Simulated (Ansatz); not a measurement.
Ge2Sb2TeSe4:
```xyz
9
Lattice="3.9964 0.0000 0.0000 -1.9982 3.4610 0.0000 0.0000 0.0000 17.1589" Properties=species:S:1:pos:R:3 pbc="T T T"
Ge     0.0000     0.0000     5.8735
Ge     0.0000     0.0000    11.2853
Sb     0.0000     2.3073     2.1126
Sb     1.9982     1.1537    15.0462
Te     0.0000     0.0000     0.0000
Se     0.0000     2.3073    13.4714
Se     1.9982     1.1537     3.6874
Se     0.0000     2.3073     7.1189
Se     1.9982     1.1537    10.0399
```

Relaxed with DFT-r²SCAN+D4 in the program Ansatz with PAW potentials. Indices refer to the conventional cell of P-3m1, a = 3.9964 Å, b = 3.9964 Å, c = 17.1589 Å, α = 90.00°, β = 90.00°, γ = 120.00°.

Task: Simulate the powder diffraction pattern (Ag Kα, λ = 0.560885 Å; lines above 1 %) up to 2θ = 30°.

Result: Simulated powder pattern, Ag Kα, λ = 0.560885 Å (kinematic, ideal powder, no thermal factors, no anomalous dispersion; the 30 strongest lines at most, above 1 %, up to 2θ = 30°):

```csv
2θ (°),d (Å),I/Imax (%),hkl
7.50,4.290,5.4,(0004)
9.37,3.432,2.8,(0005)
9.48,3.393,2.9,(0 1 -1 1)+(1 0 -1 1)
10.03,3.210,3.7,(0 1 -1 2)+(1 0 -1 2)
10.87,2.961,100,(0 1 -1 3)
11.95,2.694,4.3,(0 1 -1 4)+(1 0 -1 4)
13.22,2.437,3.9,(1 0 -1 5)+(0 1 -1 5)
14.62,2.205,36,(1 0 -1 6)+(0 1 -1 6)
16.12,2.000,6.5,(0 1 -1 7)+(1 0 -1 7)
16.14,1.998,38,(1 1 -2 0)
16.92,1.907,5.3,(0009)
17.70,1.823,5.0,(0 1 -1 8)+(1 0 -1 8)
17.81,1.811,3.6,(1 1 -2 4)
18.69,1.727,2.6,(1 1 -2 5)
19.50,1.656,21,(2 0 -2 3)
21.02,1.537,3.0,(1 0 -1 10)+(0 1 -1 10)
21.84,1.481,12,(0 2 -2 6)+(2 0 -2 6)
22.12,1.462,2.9,(1 1 -2 8)
22.75,1.422,4.6,(0 1 -1 11)+(1 0 -1 11)
22.88,1.414,2.3,(2 0 -2 7)+(0 2 -2 7)
23.46,1.379,12,(1 1 -2 9)
24.50,1.322,4.2,(0 1 -1 12)+(1 0 -1 12)
25.41,1.275,18,(1 2 -3 3)
27.27,1.190,11,(2 1 -3 6)+(1 2 -3 6)
28.01,1.159,2.4,(2 0 -2 11)+(0 2 -2 11)
28.10,1.155,2.6,(1 0 -1 14)+(0 1 -1 14)
28.13,1.154,2.4,(1 2 -3 7)+(2 1 -3 7)
28.14,1.154,7.2,(3 0 -3 0)
29.09,1.117,2.2,(1 2 -3 8)+(2 1 -3 8)
29.48,1.102,2.3,(2 0 -2 12)+(0 2 -2 12)
```

The start of the workflow was typed in or built on a structure type; neither database checked (COD, Materials Project) lists it. Whether it is the stable phase at ambient conditions was not checked. The r²SCAN+D4 relaxation kept the symmetry of its start; whether a distortion lowers the energy is not shown. Scalar-relativistic: spin–orbit coupling is off unless named, which matters more the heavier the elements.

Potentials: the later of the program's two PAW sets.
